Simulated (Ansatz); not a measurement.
A structure of CuI relaxed with PBEsol (plane waves to 420 eV, PAW, scalar-relativistic; Ansatz, a first-principles code); single points at other levels follow on the same geometry (Ansatz, PAW; PBEsol+SOC at 420 eV on a 10×10×10 k-mesh; spin-orbit coupling only where +SOC is written). Space group F-43m (No. 216).

```
CELL_PARAMETERS angstrom
      0.00000     2.96990     2.96990
      2.96990     0.00000     2.96990
      2.96990     2.96990     0.00000
ATOMIC_POSITIONS crystal
  Cu 0.25000 0.25000 0.25000
  I  0.00000 0.00000 0.00000
```

| level | gap (eV) | kind | conduction minimum |
|---|---|---|---|
| PBEsol | 1.17 | direct | Γ |
| PBEsol+SOC | … | … | … |

Question: Some entries are withheld; supply them.

Answer: 
- PBEsol+SOC, gap (eV): 1.00
- PBEsol+SOC, kind: direct
- PBEsol+SOC, conduction minimum: Γ

The shift from spin-orbit coupling is approximate. No spin polarisation in the result.

Measured for CuI: a 6.053 Å (as listed in arXiv:2305.18931). Computed minus measured — a: PBEsol -1.9 %. The computed values are for a static lattice.

The run could not lose the symmetry of its start.
